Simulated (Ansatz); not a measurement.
# B$_{3}$RuN$_{4}$: the lowest state among those tried

System: B$_{3}$RuN$_{4}$, a cell of a measured crystal with one cation replaced (not relaxed); the cell holds 8 atoms. One B of COD entry 9008834 is replaced by Ru, with no charge compensation. All atoms are displaced slightly at random. Forces or pressure are large, so the cell is far from its computed equilibrium.

```
CELL_PARAMETERS angstrom
3.61500 0.00000 0.00000
0.00000 3.61500 0.00000
0.00000 0.00000 3.61500
ATOMIC_POSITIONS crystal
B 0.98315 0.99825 0.99549
N 0.24672 0.23190 0.24729
B 0.03075 0.49749 0.50451
N 0.24407 0.75556 0.75790
B 0.49403 0.97710 0.49149
N 0.76703 0.25442 0.75354
Ru 0.51118 0.50673 0.99776
N 0.75413 0.75270 0.24475
```

Numbers behind element symbols give the atom's place in this list.

Method: DFT, PBEsol+U, PAW, plane waves, scalar-relativistic (Ansatz development build ahead of 0.2.0).

| Setting | Value |
| --- | --- |
| Hubbard term (Dudarev form) | U − J = 2.3 eV on Ru d, on Löwdin-orthonormalised all-electron atomic orbitals |
| Plane-wave cutoff | 420 eV |
| k-point mesh | 3×3×3 (Γ-centred) |
| Occupations | Fermi–Dirac smearing, 0.01 eV |

A static U favours moments and orbital order; the result depends on U and need not be the measured state. With one magnetic atom in the cell its copies can only be parallel; orders in a larger cell may lie lower.

The mesh is coarse, so energy differences (and at times their sign) aren't converged.

“Lowest” means lowest among the runs made in this cell.

The cell was converged 4 times from various starts and settings. Describe the lowest state found.

Non-magnetic, no gap on the k-mesh.
